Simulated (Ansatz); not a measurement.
# Calculated field gradients at the nuclei for WS2

The cell is an entry of the Crystallography Open Database (COD), its atoms then relaxed with PBE in this cell.

Space group P6_3/mmc (No. 194); a = 3.1532, c = 12.3230 Å, γ = 120.00°.

| site | Wyckoff | site symmetry | x | y | z |
| --- | --- | --- | --- | --- | --- |
| W | 2c | -6m2 | 0.3333 | 0.6667 | 0.2500 |
| S | 4f | 3m. | 0.3333 | 0.6667 | 0.6221 |

One atom of each set is listed.

Level of theory: DFT, r2SCAN, plane waves and PAW, scalar-relativistic, collinear spin, 500 eV cutoff, Γ-centred 16×16×4 k-points, Fermi–Dirac smearing 0.02 eV (Ansatz 0.2.0). Start moments as typed (μB): 2 on each W, none on the rest.

V_zz is the principal component of the electric field gradient with the largest magnitude, η = (V_xx − V_yy)/V_zz and C_Q = eQV_zz/h. ν_Q = 3|C_Q|/[2I(2I − 1)].

³³S: I = 3/2, Q = -69.40 mb. Nuclear quadrupole moments: year-2017 set (Pyykkö).

| site | atoms | first shell | C_Q (MHz) | η | ν_Q (MHz) |
| --- | --- | --- | --- | --- | --- |
| S | 4 | 3 W at 2.41 Å; also 7 S at 3.15 Å | 7.30 | 0.00 | 3.65 |

An axis of threefold or higher order runs through S, so V_zz lies along it and η is zero.

W has no stable isotope with a ground-state quadrupole moment in the table, so these sites are left out.

The largest force is 0.3 eV/Å, so the atoms aren't at the calculated equilibrium and relaxing them would move these values. The program didn't check the stability of this electronic state in full, so a lower one may lie near. Without spin–orbit coupling the gradients at and beside W can be off by some per cent, at some sites by more. The start moments die out, and the run ends without spin.

The run took 85 s of wall time (85 s of CPU time) and 1 GiB at its peak, on 1 thread of Intel Xeon Platinum 8488C (Sapphire Rapids) (x86_64; 16 cores open to the job, memory cap 3.0 GiB, no GPU), a shared host with a load of 0.2 a core.
